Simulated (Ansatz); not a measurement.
PtBr2: start and end of a relaxation

Recipe of this trial structure of PtBr2: ordered vacancies on the cation sites of rock salt (P4/mmm, No. 123) (occupants of the shared sites, in ratio, Pt: 1, vacant: 1). Its size is a rough estimate.

start.xyz

```xyz
3
Lattice="3.6784 0.0000 0.0000 0.0000 3.6784 0.0000 0.0000 0.0000 5.2020" Properties=species:S:1:pos:R:3 pbc="T T T"
Pt    0.0000    0.0000    0.0000
Br    0.0000    0.0000    2.6010
Br    1.8392    1.8392    0.0000
```

All numbers below come from DFT PBE, scalar-relativistic, plane waves, PAW (Ansatz 0.2.0). Cutoff 420 eV, Gaussian smearing, Γ-centred meshes. Cell and atoms relax on a converged mesh. In metals the finer mesh still leaves noise of several meV/atom or more. The steps can't lower the symmetry of their start. No spin polarisation in the relaxation; trial moments died out in a coarse test.

end.xyz

```xyz
3
Lattice="3.8011 0.0000 0.0000 0.0000 3.8011 0.0000 0.0000 0.0000 5.1065" Properties=species:S:1:pos:R:3 pbc="T T T"
Pt    0.0000    0.0000    0.0000
Br    0.0000    0.0000    2.5533
Br    1.9005    1.9005    0.0000
```

The symmetry stays P4/mmm (No. 123). The volume per atom grows by 4.8 %, from 23.5 to 24.6 Å³. The shortest distance goes from 2.60 Å (Pt–Br) to 2.55 Å (Pt–Br).

For PtBr2, the volume per atom is 24.59 Å³. The density is 7.99 g/cm³ and the formation energy is +0.08 eV/atom. The gap on the 12×12×10 mesh of the 3-atom cell is 0 eV (a metal).

The zero of energy is the elements' standard structures at the same level; no fitted shifts are applied. The references include crystalline Br. It can't be a ground state, since the elements alone are lower.

The last run used Gaussian smearing of 0.10 eV. Spin–orbit coupling, which can matter for Pt, is left out. The reference form of Br is held partly by dispersion forces, which this level lacks. A structure relaxed within its symmetry needn't be a true minimum. In all, the 2 runs took 79 s on 1 thread of Arm Neoverse V1, on a shared host.
